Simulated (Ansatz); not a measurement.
Calculated electric field gradients for Li3AlH6

The cell is an entry of the Crystallography Open Database (COD; perhaps a calculated or model structure) whose atoms were relaxed with PBE, the cell held.

Space group R-3:H (No. 148); a = 8.0170, c = 9.4550 Å, γ = 120.00°.

| site | Wyckoff | site symmetry | x | y | z |
| --- | --- | --- | --- | --- | --- |
| Li | 18f | 1 | 0.7103 | 0.6021 | 0.5408 |
| Al7 | 3b | -3. | 0.0000 | 0.0000 | 0.5000 |
| Al8 | 3a | -3. | 0.0000 | 0.0000 | 0.0000 |
| H9 | 18f | 1 | 0.8501 | 0.4941 | 0.4454 |
| H15 | 18f | 1 | 0.8042 | 0.8314 | 0.4002 |

One atom of each set is listed; the run and its k-mesh use a cell of 20 atoms with edges of 5.60, 5.60, 5.60 Å.

All values are calculated (Ansatz; DFT, PBE, plane waves and PAW, scalar-relativistic, 420 eV cutoff, Γ-centred 5×5×5 k-points, Fermi–Dirac smearing 0.02 eV), not measured.

Conventions: |V_zz| ≥ |V_yy| ≥ |V_xx|, η = (V_xx − V_yy)/V_zz, C_Q = eQV_zz/h. ν_Q = 3|C_Q|/[2I(2I − 1)].

6Li: I = 1, Q = -0.8080 mb; ²⁷Al: I = 5/2, Q = 146.6 mb; H-2: I = 1, Q = 2.858 mb. Q values from Pyykkö, Mol. Phys. 116, 1328 (2018).

| site | atoms | first shell | C_Q (MHz) | η | ν_Q (MHz) |
| --- | --- | --- | --- | --- | --- |
| Li | 6 | 6 H at 1.90–2.08 Å | 0.001 | 0.56 | 0.002 |
| Al7 | 1 | 6 H at 1.75 Å | 2.39 | 0.00 | 0.359 |
| Al8 | 1 | 6 H at 1.75 Å | -1.51 | 0.00 | 0.227 |
| H9 | 6 | 1 Al at 1.75 Å, 3 Li at 1.93–2.04 Å; also 1 Li at 3.08 Å | 0.042 | 0.24 | 0.062 |
| H15 | 6 | 1 Al at 1.75 Å, 3 Li at 1.90–2.08 Å; also 1 Li at 3.09 Å | 0.041 | 0.11 | 0.062 |

An axis of threefold or higher order runs through Al7 and Al8, so V_zz lies along it and η is zero. At H9 and H15 V_zz points along its shortest bond, to Al (within 7°) in each case.

With these PAW files V_zz is typically within 2 to 3 % of all-electron values, but misses above 10 % occur on Li.
